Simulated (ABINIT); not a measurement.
ABINIT input for NaI, PBE with JTH PAW datasets:

```
pp_dirpath "./pseudo"
pseudos "Na.GGA_PBE-JTH.xml, I.GGA_PBE-JTH.xml"

acell 3*1.0 angstrom
rprim
    0.000000000000     3.218655000000     3.218655000000
    3.218655000000     0.000000000000     3.218655000000
    3.218655000000     3.218655000000     0.000000000000
ntypat 2
znucl 11 53
natom 2
typat 1 2
xred
    0.000000000000     0.000000000000     0.000000000000
    0.500000000000     0.500000000000     0.500000000000
tolsym 1e-5
chksymtnons 0
chkprim 0

ecut 30
pawecutdg 60
pawovlp 20
ngkpt 6 6 6
nshiftk 1
shiftk 0 0 0
nband 11
occopt 7
tsmear 0.001
diemac 8
tolvrs 1e-10
nstep 90

nucefg 2
quadmom 0.104 0.696
nucfc 1
prtwf 0
prtden 0
prteig 0
prtebands 0
prtgsr 0
```

The cell comes from the Materials Project (a computed structure). It is NaI in Fm-3m. Stability against distortions was not tested.

Each row changes or adds one setting. The quadmom values are sizes without sign and don't touch the SCF cycle. The limit is 90 steps. Cost ratios are rough, from a shared machine.  

Task: Which of these changes costs the most SCF steps: diemac = 1000; diemac = 2; diemac = 40; diemix = 0.2; diemix = 0.4; iscf = 3; iscf = 7; kptopt = 3; nline = 2; npulayit = 12?

Result: diemix = 0.2, with 36 steps against 10.

```
setting typed    SCF steps  k-points  converged  rough cost ratio
---------------  ---------  --------  ---------  ----------------
as in the input         10        16        yes           about 1
diemac = 1000           11        16        yes           about 1
diemac = 2              11        16        yes           about 1
diemac = 40             11        16        yes           about 1
diemix = 0.2            36        16        yes                 3
diemix = 0.4            17        16        yes           about 1
iscf = 3                15        16        yes           about 1
iscf = 7                15        16        yes           about 1
kptopt = 3              10       216        yes                10
nline = 2               14        16        yes           about 1
npulayit = 12           11        16        yes           about 1
```
